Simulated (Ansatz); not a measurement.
**AlRu (Pm-3m): from strained cells to moduli**

```xyz
2
Lattice="2.9540 0.0000 0.0000 0.0000 2.9540 0.0000 0.0000 0.0000 2.9540" Properties=species:S:1:pos:R:3 pbc="T T T"
Al    0.0000    0.0000    0.0000
Ru    1.4770    1.4770    1.4770
```

Unless marked otherwise, the numbers come from LDA, PAW on Ansatz 0.2.0's default frozen-core files (fitted under PBE), scalar-relativistic. k mesh 16×16×16, Fermi-Dirac smearing of 0.050 eV, cutoff 420 eV. The cell was relaxed by PAW under this functional.

The cell is cubic and carries a residual pressure of -0.02 GPa at this level. Each strain component that symmetry leaves independent is applied at ±0.003 and ±0.006, the ions relax wherever a strain frees them, and the stress (tension positive, GPa) is read. Shears are engineering strains, γ = 2ε.

```json
{"strain": "xx", "size": "-0.006", "σxx": "-2.1523", "σyy": "-1.0239", "σzz": "-1.0239", "σyz": "0.0000", "σxz": "0.0000", "σxy": "0.0000"}
{"strain": "xx", "size": "-0.003", "σxx": "-1.0560", "σyy": "-0.4993", "σzz": "-0.4993", "σyz": "0.0000", "σxz": "0.0000", "σxy": "0.0000"}
{"strain": "xx", "size": "+0.003", "σxx": "1.0672", "σyy": "0.5245", "σzz": "0.5245", "σyz": "0.0000", "σxz": "0.0000", "σxy": "0.0000"}
{"strain": "xx", "size": "+0.006", "σxx": "2.0952", "σyy": "1.0236", "σzz": "1.0236", "σyz": "0.0000", "σxz": "0.0000", "σxy": "0.0000"}
{"strain": "yz", "size": "-0.006", "σxx": "0.0083", "σyy": "0.0094", "σzz": "0.0094", "σyz": "-0.8309", "σxz": "0.0000", "σxy": "0.0000"}
{"strain": "yz", "size": "-0.003", "σxx": "0.0147", "σyy": "0.0150", "σzz": "0.0150", "σyz": "-0.4154", "σxz": "0.0000", "σxy": "0.0000"}
{"strain": "yz", "size": "+0.003", "σxx": "0.0147", "σyy": "0.0150", "σzz": "0.0150", "σyz": "0.4154", "σxz": "0.0000", "σxy": "0.0000"}
{"strain": "yz", "size": "+0.006", "σxx": "0.0083", "σyy": "0.0094", "σzz": "0.0094", "σyz": "0.8309", "σxz": "0.0000", "σxy": "0.0000"}
```

The slope is [8(σ(+δ) − σ(−δ)) − (σ(+2δ) − σ(−2δ))]/(12δ), and the program imposes the crystal's symmetry on the matrix.

What are the independent elastic constants?

C11 = 353.8, C12 = 170.6, C44 = 138.5 GPa.

Do they meet the Born conditions?

C11 − C12 = 183.2, C11 + 2C12 = 695.1 and C44 = 138.5 GPa must all be positive, so the crystal is elastically stable; that says nothing yet of its phonons.

What moduli does a random aggregate of grains have?

B = (C11 + 2C12)/3 = 231.7 GPa. G_V = (C11 − C12 + 3C44)/5 = 119.7 and G_R = 5(C11 − C12)C44/(4C44 + 3(C11 − C12)) = 114.9, so G_H = 117.3 GPa. Then E = 9BG/(3B + G) = 301.2 GPa, ν = (3B − 2G)/(6B + 2G) = 0.283 and B/G = 1.97, on the ductile side of Pugh's 1.75 (a rule of thumb).

With the density of 8.249 g/cm³, how fast does sound travel, and what Debye temperature follows?

| direction | slow (m/s) | middle (m/s) | fast (m/s) |
| --- | --- | --- | --- |
| [100] | 4097 | 4097 | 6549 |
| [110] | 3332 | 4097 | 6970 |
| [111] | 3605 | 3605 | 7104 |

The mean of v⁻³ over directions and branches gives v_m = 4191 m/s and θ_D = (ħ/k_B) v_m (6π²n)^(1/3) = 532 K, n being atoms per volume. Young's modulus spans 243 to 346 GPa over directions, and the universal anisotropy index is 0.21.

What happens at 5 GPa (cell relaxed there)?

The volume falls to 0.9797 of its value, and C11 = 382.6, C12 = 188.5, C44 = 148.0 GPa (slopes of the stress), in this structure whether or not another phase takes over.

Known limits: frozen-core PAW files fitted under PBE, their cores solved anew for the functional of the run; responses of metals move with mesh and smearing.
